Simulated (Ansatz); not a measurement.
MgF$_{2}$:
```cif
data_F4Mg2
_chemical_formula_sum 'Mg2 F4'
_space_group_name_H-M_alt 'P42/mnm'
_space_group_IT_number 136
_space_group_name_Hall '-P 4n 2n'
_cell_length_a 4.69764
_cell_length_b 4.69764
_cell_length_c 3.09292
_cell_angle_alpha 90.000
_cell_angle_beta 90.000
_cell_angle_gamma 90.000
loop_
_atom_site_label
_atom_site_type_symbol
_atom_site_symmetry_multiplicity
_atom_site_Wyckoff_symbol
_atom_site_fract_x
_atom_site_fract_y
_atom_site_fract_z
_atom_site_occupancy
Mg1 Mg 2 a 0.00000 0.00000 0.00000 1
F1 F 4 f 0.30357 0.30357 0.00000 1
```

Relaxed with PBE.

Task: Which orbitals make up the states near the band edges in plane-wave PAW PBE (Ansatz code)?

Result: Top 1 eV of the valence band: F 2p 99 %. Bottom 1 eV of the conduction band: Mg 3s 75 %, F 2s 20 %. Projections are on Löwdin-orthogonalised atomic valence shells; empty p or d shells of many metals are not among them.

Task: Tabulate the density of states.

Result: States/eV per cell of 6 atoms, in 0.25 eV bins, energy from the valence-band maximum.

```csv
E (eV),total,F 2p,Mg 3s,F 2s
-4.05,0.00,0.00,0.00,0.00
-3.80,0.37,0.33,0.04,0.00
-3.55,1.58,1.42,0.13,0.01
-3.30,4.99,4.55,0.37,0.03
-3.05,4.66,4.29,0.29,0.03
-2.80,4.03,3.86,0.11,0.02
-2.55,5.63,5.42,0.12,0.02
-2.30,5.34,5.15,0.11,0.02
-2.05,6.51,6.31,0.11,0.02
-1.80,6.98,6.82,0.07,0.02
-1.55,7.88,7.74,0.05,0.01
-1.30,13.15,13.01,0.02,0.01
-1.05,8.74,8.66,0.02,0.01
-0.80,7.48,7.42,0.01,0.00
-0.55,13.24,13.18,0.01,0.00
-0.30,4.82,4.80,0.00,0.00
-0.05,0.59,0.59,0.00,0.00
0.20,0.00,0.00,0.00,0.00
0.45,0.00,0.00,0.00,0.00
0.70,0.00,0.00,0.00,0.00
0.95,0.00,0.00,0.00,0.00
1.20,0.00,0.00,0.00,0.00
1.45,0.00,0.00,0.00,0.00
1.70,0.00,0.00,0.00,0.00
1.95,0.00,0.00,0.00,0.00
2.20,0.00,0.00,0.00,0.00
2.45,0.00,0.00,0.00,0.00
2.70,0.00,0.00,0.00,0.00
2.95,0.00,0.00,0.00,0.00
3.20,0.00,0.00,0.00,0.00
3.45,0.00,0.00,0.00,0.00
3.70,0.00,0.00,0.00,0.00
3.95,0.00,0.00,0.00,0.00
4.20,0.00,0.00,0.00,0.00
4.45,0.00,0.00,0.00,0.00
4.70,0.00,0.00,0.00,0.00
4.95,0.00,0.00,0.00,0.00
5.20,0.00,0.00,0.00,0.00
5.45,0.00,0.00,0.00,0.00
5.70,0.00,0.00,0.00,0.00
5.95,0.00,0.00,0.00,0.00
6.20,0.00,0.00,0.00,0.00
6.45,0.00,0.00,0.00,0.00
6.70,0.00,0.00,0.00,0.00
6.95,0.03,0.00,0.03,0.01
7.20,0.11,0.00,0.08,0.02
7.45,0.16,0.01,0.12,0.03
7.70,0.21,0.01,0.15,0.04
7.95,0.25,0.02,0.19,0.04
8.20,0.31,0.02,0.23,0.05
8.45,0.35,0.03,0.26,0.05
8.70,0.41,0.03,0.30,0.06
8.95,0.53,0.05,0.39,0.07
9.20,0.53,0.05,0.39,0.06
9.45,0.51,0.05,0.38,0.05
9.70,0.62,0.06,0.45,0.06
9.95,0.71,0.06,0.51,0.06
10.20,0.79,0.07,0.55,0.06
10.45,0.87,0.07,0.59,0.06
10.70,0.97,0.08,0.65,0.06
10.95,1.04,0.08,0.67,0.05
11.20,1.10,0.08,0.62,0.04
11.45,1.20,0.07,0.59,0.03
11.70,1.39,0.07,0.57,0.03
```

Space group P4_2/mnm (rutile). The cell was relaxed with PBE under the symmetry of its start.

Potentials: the later of the program's two PAW sets.
